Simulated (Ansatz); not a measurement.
CdSe:
```
CdSe
1.0
    0.00000     3.09813     3.09813
    3.09813     0.00000     3.09813
    3.09813     3.09813     0.00000
Se Cd
1 1
Direct
  0.75000   0.75000   0.75000
  0.00000   0.00000   0.00000
```

Relaxed with PBE. Special points in fractions of this cell's reciprocal vectors: Γ (0.000, 0.000, 0.000); X (0.500, 0.000, 0.500); U (0.625, 0.250, 0.625); K (0.375, 0.375, 0.750); L (0.500, 0.500, 0.500); W (0.500, 0.250, 0.750).

Question: List the band energies nearest the valence-band maximum at these points for DFT-PBE in the program Ansatz with PAW potentials.

Answer: In eV from the valence-band maximum; about four levels below and three above (degenerate sets whole), none deeper than 8.9 eV; … stands for higher levels left out; points with the same levels are listed once.

```tsv
k	below	above
Γ	-7.44 -7.44 0.00 0.00 0.00	0.49 …
X	-7.13 -3.83 -1.67 -1.67	3.25 3.70 8.84
U	-7.06 -3.76 -2.28 -1.36	3.71 5.03 8.11
L	-7.18 -4.07 -0.67 -0.67	2.32 6.43 6.43
W	-7.03 -3.73 -2.03 -1.98	4.79 5.22 6.36
```

Space group F-43m (zinc blende). The cell was relaxed with PBE under the symmetry of its start; phonons on a q-mesh show no instability. Scalar-relativistic: spin–orbit coupling is off unless named, which matters more the heavier the elements.

Potentials: the later of the program's two PAW sets.
